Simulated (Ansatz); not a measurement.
A crystal relaxed with r2SCAN in the plane-wave code Ansatz has space group R3m:H (No. 160) and a = 3.310 Å, c = 25.764 Å.

| atom | site | x | y | z |
| --- | --- | --- | --- | --- |
| Zn | 3a | 0.6667 | 0.3333 | 0.1146 |
| In | 3a | 0.6667 | 0.3333 | 0.3303 |
| Ga | 3a | 0.0000 | 0.0000 | 0.2129 |
| Xx | 3a | 0.6667 | 0.3333 | 0.0381 |
| Xx | 3a | 0.0000 | 0.0000 | 0.2886 |
| Xx | 3a | 0.6667 | 0.3333 | 0.2123 |
| Xx | 3a | 0.0000 | 0.0000 | 0.1365 |

With r2SCAN the gap is 1.77 eV and direct, at Γ. With HSE06 the gap is 3.01 eV and direct, at Γ. Meshes: r2SCAN 10×10×10, HSE06 6×6×6.

Q: Which element is Xx?
A. S
B. Te
C. Se
D. O

A: D. Xx is O: ZnInGaO4 (R3m) from a database of computed structures. Zn has 4 O at 1.97–1.99 Å; In has 6 O at 2.19 Å; Ga has 5 O at 1.91–1.97 Å; O has 1 Zn at 1.97 Å and 3 In at 2.19 Å; O has 1 Ga at 1.95 Å and 3 In at 2.19 Å; O has 3 Ga at 1.91 Å; O has 1 Ga at 1.97 Å and 3 Zn at 1.99 Å.

(Simulation; spin polarisation is off.)

The runs are scalar-relativistic, without spin-orbit coupling.
